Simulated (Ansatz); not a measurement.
# Li₂BiO₃: energy from the work of forces and stress

```xyz
6
Lattice="2.1936 -4.8700 0.0000 2.1936 4.8700 0.0000 0.0000 0.0000 3.4287" Properties=species:S:1:pos:R:3 pbc="T T T"
Li    2.1936   -1.5220    1.7144
Li    2.1936    1.5220    1.7144
Bi    0.0000    0.0000    0.0000
O     2.1936    3.4301    1.7144
O     2.1936   -3.4301    1.7144
O     2.1936    0.0000    0.0000
```

Theory: Ansatz, DFT PBEsol, scalar-relativistic, plane waves, PAW.

Plane waves to 420 eV, a k mesh through Γ of 10×10×10 on the computed 6-atom cell and Gaussian smearing (0.10 eV); no spin polarisation.

At the start the stress (GPa, compression positive, xx yy zz yz xz xy) is -0.49 0.24 -0.28 0.00 0.00 0.00 and the forces (eV/Å) are Li1 (0.00, 0.01, 0.00); Li2 (0.00, -0.01, 0.00); Bi3 (0.00, 0.00, 0.00); O4 (0.00, 0.00, 0.00); O5 (0.00, 0.00, 0.00); O6 (0.00, 0.00, 0.00). Each variant moves atoms by u and then strains the cell by ε, so an atom ends at (r + u)(1 + ε); shears are tensor components, each standing twice in ε. The starting volume is 73.26 Å³.

Variant 1: strain (xx yy zz yz xz xy, %) -2.55 3.42 -2.60 0.00 0.00 0.00, moves (Å) Li1 (0.000, -0.247, 0.000); Li2 (0.000, 0.247, 0.000); O4 (0.000, 0.080, 0.000); O5 (0.000, -0.080, 0.000). There the stress is 2.66 8.03 11.03 0.00 0.00 0.00 GPa and the forces (eV/Å) are Li1 (0.00, 1.07, 0.00); Li2 (0.00, -1.07, 0.00); Bi3 (0.00, 0.00, 0.00); O4 (0.00, -1.14, 0.00); O5 (0.00, 1.14, 0.00); O6 (0.00, 0.00, 0.00).

Variant 2: strain (xx yy zz yz xz xy, %) 4.58 1.37 1.79 0.00 0.00 0.00, moves (Å) Li1 (0.000, -0.245, 0.000); Li2 (0.000, 0.245, 0.000); O4 (0.000, 0.085, 0.000); O5 (0.000, -0.085, 0.000). There the stress is -12.67 3.64 -0.73 0.00 0.00 0.00 GPa and the forces (eV/Å) are Li1 (0.00, 1.37, 0.00); Li2 (0.00, -1.37, 0.00); Bi3 (0.00, 0.00, 0.00); O4 (0.00, -0.41, 0.00); O5 (0.00, 0.41, 0.00); O6 (0.00, 0.00, 0.00).

Variant 3: strain (xx yy zz yz xz xy, %) 0.61 3.83 3.40 0.00 0.00 0.00, moves (Å) Li1 (0.000, -0.131, 0.000); Li2 (0.000, 0.131, 0.000); O4 (0.000, 0.224, 0.000); O5 (0.000, -0.224, 0.000). There the stress is -4.93 1.29 3.52 0.00 0.00 0.00 GPa and the forces (eV/Å) are Li1 (0.00, 0.42, 0.00); Li2 (0.00, -0.42, 0.00); Bi3 (0.00, 0.00, 0.00); O4 (0.00, -2.58, 0.00); O5 (0.00, 2.58, 0.00); O6 (0.00, 0.00, 0.00).

Variant 4: strain (xx yy zz yz xz xy, %) -0.02 -1.12 -1.92 0.00 0.00 0.00, moves (Å) Li1 (0.000, 0.021, 0.000); Li2 (0.000, -0.021, 0.000); O4 (0.000, -0.172, 0.000); O5 (0.000, 0.172, 0.000). There the stress is 2.23 0.00 -3.58 0.00 0.00 0.00 GPa and the forces (eV/Å) are Li1 (0.00, 0.54, 0.00); Li2 (0.00, -0.54, 0.00); Bi3 (0.00, 0.00, 0.00); O4 (0.00, 2.57, 0.00); O5 (0.00, -2.57, 0.00); O6 (0.00, 0.00, 0.00).

**Question.** Estimate each change of free energy from forces and stresses by the trapezoid rule along the path (r + tu)(1 + tε), t from 0 to 1, and compare with the computed change.

**Answer.** The derivative of the energy along the path is −F·u(1 + tε) for the atoms and −V σ(1 + tε)⁻¹ : ε for the cell, with F, σ and V taken at t (σ positive in compression; 1 eV/Å³ = 160.2 GPa). Averaging t = 0 and t = 1 gives, in meV per atom:
```tsv
variant	work on atoms	work on cell	sum	computed
1	61.8	2.6	64.5	61.4
2	63.0	22.2	85.2	88.8
3	109.7	-5.4	104.3	102.5
4	70.9	-2.7	68.2	66.6
```

The rule is exact for a quadratic energy surface and overshoots a term ct³ by c/2, so the difference between the last two columns measures the net anharmonic part along the path (terms of opposite sign can cancel, and the finite basis adds a little): 2 to 5 % here.

Spin–orbit coupling is left out, which can shift energies with elements as heavy as these. The cell has an odd number of electrons and was run without spin polarisation, which forces a half-filled band: energy, forces and stress belong to that artificial state.